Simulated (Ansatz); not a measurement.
Mg2TeS in space group R3m (No. 160; Mg on 3a, Mg on 3a, Te on 3a, S on 3a), the program Ansatz at the r²SCAN level (PAW). The conduction-band minimum lies at Γ, with 1 equivalent valley. Second derivatives d²E/dk² of the lowest band at one valley (eV·Å²), along Cartesian directions:

```json
[
 {"direction": "[100]", "d²E/dk²": "27.82"},
 {"direction": "[010]", "d²E/dk²": "27.82"},
 {"direction": "[001]", "d²E/dk²": "32.98"},
 {"direction": "[110]", "d²E/dk²": "27.82"},
 {"direction": "[101]", "d²E/dk²": "30.40"},
 {"direction": "[011]", "d²E/dk²": "30.40"}
]
```

**Question.** Find the principal effective masses, the density-of-states mass and the conductivity mass.

**Answer.** Off-diagonal terms follow from H_xy = H[110] − (H_xx + H_yy)/2, and m*/mₑ = 7.620 eV·Å² over each eigenvalue: 0.23, 0.27, 0.27. One valley's DOS mass (m₁m₂m₃)^(1/3) = 0.26, conductivity mass 3/(Σ 1/mᵢ) = 0.26 mₑ.

**Question.** What effective density of states Nc follows at 300 K for parabolic valleys?

**Answer.** Nc = 2.509e19 × 1 × (0.26)^(3/2) ≈ 3.3e18 cm⁻³.

The first step of the workflow began from a Materials Project structure, measured or hypothetical; the Crystallography Open Database copy checked does not list it. Its standing as an ambient phase is unchecked. The cell was relaxed with r²SCAN under the symmetry of its start; whether a distortion lowers the energy is not shown. Scalar-relativistic: spin–orbit coupling is off unless named, which matters more the heavier the elements.

Potentials: the later of the program's two PAW sets.

Edges and masses are those of Kohn–Sham bands, whose gap is no quasiparticle gap.
